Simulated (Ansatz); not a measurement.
# MgNb₂Te₄Cl₁₀O, one structure, two calculations

Cell: a Materials Project structure (computed, not necessarily an observed phase).

```xyz
18
Lattice="6.7229 0.0000 0.0000 2.5207 8.5680 0.0000 0.5148 1.5977 9.6568" Properties=species:S:1:pos:R:3 pbc="T T T"
Mg    1.8325    1.1439    4.0681
Nb    5.5462    6.5001    6.1556
Nb    4.4095    3.8534    3.5926
Te    3.6284    7.8567    1.3266
Te    1.5550    3.1491    9.4057
Te    8.0193    6.9565    0.1021
Te    6.1033    2.1354    8.0554
Cl    3.2820    1.7880    2.2398
Cl    4.0742    5.6107    7.7366
Cl    6.3158    2.2482    4.0594
Cl    2.4815    5.0648    2.9134
Cl    5.5270    4.4481    1.6413
Cl    3.1258    2.6901    5.4221
Cl    7.3958    5.2002    6.8339
Cl    6.6069    7.6278    4.3375
Cl    3.5238    7.9506    5.4347
Cl    6.1562    8.3107    7.6718
O     4.9874    5.1026    4.8109
```

Sites (sets of like atoms) are named by element and the number of their first atom in this list.

First run. Method: Kohn–Sham DFT in Ansatz, PBE, plane waves and PAW, scalar-relativistic, 420 eV cutoff, Γ-centred 5×4×3 k-points, Fermi–Dirac smearing 0.05 eV.

```tsv
site	atom	V_zz (10²¹ V/m²)	η
Nb2	2	5.01	0.90
Nb3	3	-4.15	0.35
Te4	4	-73.6	0.34
Te5	5	-79.0	0.30
Te6	6	-83.9	0.33
Te7	7	-75.8	0.33
Cl8	8	-8.59	0.83
Cl9	9	6.88	0.18
Cl10	10	13.96	0.07
Cl11	11	9.54	0.58
Cl13	13	7.83	0.90
Cl14	14	8.40	0.57
Cl16	16	8.96	0.71
Cl17	17	9.55	0.21
```

Second run. The same atoms and settings, except that the functional is r2SCAN, the cutoff is 500 eV and the mesh is 5×4×4.

Q: Given the first result, estimate the second.

A: 

```csv
site,atom,V_zz,η,change of V_zz
Nb2,2,-5.43,0.76,–
Nb3,3,-4.42,0.20,-0.27
Te4,4,-76.1,0.37,-2.51
Te5,5,-81.4,0.33,-2.33
Te6,6,-86.3,0.35,-2.46
Te7,7,-78.2,0.35,-2.39
Cl8,8,-8.17,0.83,+0.42
Cl9,9,7.10,0.15,+0.22
Cl10,10,13.38,0.06,-0.58
Cl11,11,9.59,0.54,+0.05
Cl13,13,7.84,0.82,+0.01
Cl14,14,8.44,0.54,+0.04
Cl16,16,8.68,0.69,-0.28
Cl17,17,9.31,0.19,-0.24
```

The largest change of V_zz along a kept axis is on Te4, from -73.6 to -76.1. In per cent, |V_zz| changes by +6 on Nb, +3 on Te, -5 to +3 on Cl (all sites that start above 2, bar those whose gradient vanishes or changes sign or whose main axis turns by over 40°). On Nb2 the largest principal value lies along another axis in the second run, so the two V_zz can't be compared directly. The table leaves out 4 of the 18 sites, with |V_zz| up to 8.15; their tensors move by 0.27 at most along any direction. The statements above cover all sites.

Without spin–orbit coupling the gradients at and beside Te can be off by some per cent, at some sites by more. Semilocal functionals can leave a metal where correlation in the d or f shell opens a gap in the real compound, and that would change the values at and beside Nb.
For the first run: The largest force is 0.4 eV/Å, so the atoms aren't at the calculated equilibrium and relaxing them would move these values.
For the second run: The largest force is 0.7 eV/Å, so the atoms aren't at the calculated equilibrium and relaxing them would move these values.
